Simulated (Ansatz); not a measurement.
K:
```yaml
crystal:
  lattice:
    - [-2.64077, 2.64077, 2.64077]
    - [2.64077, -2.64077, 2.64077]
    - [2.64077, 2.64077, -2.64077]
  atoms:
    - { symbol: K, position: [0.00000, 0.00000, 0.00000] }
```

Relaxed with PBE. Special points in fractions of this cell's reciprocal vectors: Γ (0.000, 0.000, 0.000); H (0.500, -0.500, 0.500); N (0.000, 0.000, 0.500); P (0.250, 0.250, 0.250).

Problem. List the band energies nearest the Fermi level at these points for DFT-PBE in the program Ansatz with PAW potentials.

Solution. In eV from the Fermi level; about four levels below and three above (degenerate sets whole), none deeper than 8.9 eV; points with the same levels are listed once.

| k | below | above |
|---|---|---|
| Γ | -2.18 | 4.26 4.26 4.26 |
| H | – | 1.65 1.65 3.44 3.44 3.44 |
| N | – | 0.42 0.66 3.14 |
| P | – | 1.44 1.44 1.44 |

Space group Im-3m (bcc (W type)). The cell was relaxed with PBE under the symmetry of its start.

Potentials: the earlier of the program's two PAW sets.
